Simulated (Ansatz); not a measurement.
MoRu:
```xyz
2
Lattice="2.7395 0.0000 0.0000 -1.3697 2.3725 0.0000 0.0000 0.0000 4.4010" Properties=species:S:1:pos:R:3 pbc="T T T"
Mo     1.3697     0.7908     0.0000
Ru     0.0000     1.5816     2.2005
```

Relaxed with PBEsol. Special points in fractions of this cell's reciprocal vectors: Γ (0.000, 0.000, 0.000); M (0.500, 0.000, 0.000); K (0.333, 0.333, 0.000); A (0.000, 0.000, 0.500); L (0.500, 0.000, 0.500); H (0.333, 0.333, 0.500).

**Question.** List the band energies nearest the Fermi level at these points for DFT-PBEsol with spin–orbit coupling in the program Ansatz with PAW potentials.

**Answer.** In eV from the Fermi level; about four levels below and three above (degenerate sets whole), none deeper than 8.9 eV; points with the same levels are listed once.

| k | below | above |
|---|---|---|
| Γ | -0.32 -0.32 -0.30 -0.30 | 1.66 1.66 2.95 2.95 |
| M | -1.03 -1.03 -0.45 -0.45 | 1.84 1.84 3.58 3.58 |
| K | -2.37 -2.26 -1.53 -1.46 | 0.03 0.10 2.03 |
| A | -1.44 -1.44 -1.38 -1.38 | 1.31 1.31 1.34 1.34 |
| L | -3.53 -3.53 -0.67 -0.67 | 0.89 0.89 0.97 0.97 |
| H | -1.23 -1.19 -0.26 -0.07 | 0.06 0.17 2.15 |

Space group P-6m2. The first step of the workflow began from a Materials Project structure, measured or hypothetical; the Crystallography Open Database copy checked does not list it. With Mo and Ru taken as one species the cell has the higher symmetry P6_3/mmc, so it may be an ordered model of a mixed-site phase. Its standing as an ambient phase is unchecked. Symmetry was held in the PBEsol relaxation; of distortions, only those at the zone centre were tested. The run is not spin-polarised.

Potentials: the later of the program's two PAW sets.
